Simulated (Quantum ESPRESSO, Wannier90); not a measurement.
Wannierisation of Ga2AsP (R3m)

```xyz
4
Lattice="-1.9651 3.4037 0.0000 -3.9302 0.0000 0.0000 -1.9651 1.1346 6.4173" Properties=species:S:1:pos:R:3 pbc="T T T"
Ga     0.0000     0.0000     0.0470
Ga     1.9651    -1.1346     3.1606
P      1.9651    -1.1346     0.8017
As     0.0000     0.0000    -2.4051
```

Structure: Materials Project mp-1224789, symmetrised, not relaxed again. Not found in the COD (Crystallography Open Database) copy used; not checked further. Method: LDA plane waves in Quantum ESPRESSO 7.5 (PseudoDojo norm-conserving files, 64 Ry, no spin polarisation, no spin-orbit coupling), Bloch states on a 8×8×8 mesh through Γ, Wannier90 4.0.1. Density: 10×10×10 mesh, cold smearing 0.01 Ry. Spin-orbit coupling, left out, would split the p-like bands by a few tenths of an eV.

Bands 16-17 form an isolated set from -12.73 to -9.89 eV relative to the valence-band maximum (on the path) and are turned into 2 Wannier functions by minimising the spread from the start: atomic waves As 4s, P 3s.

Centres (Cartesian, Å; one of the equivalent choices) and spreads:

```tsv
n	x	y	z	spread (Å²)	nearest atom
1	1.965	-1.135	0.825	2.396	P3
2	0.000	0.000	-2.427	2.301	As4
```

Ω_I = 4.64 Å², Ω_total = 4.70 Å²; the interpolated bands follow pw.x to 0.4 meV rms on the path. Only this start was tried; a symmetric start can stop on a saddle, and mixtures of these functions could lower the total by at most Ω_total − Ω_I.
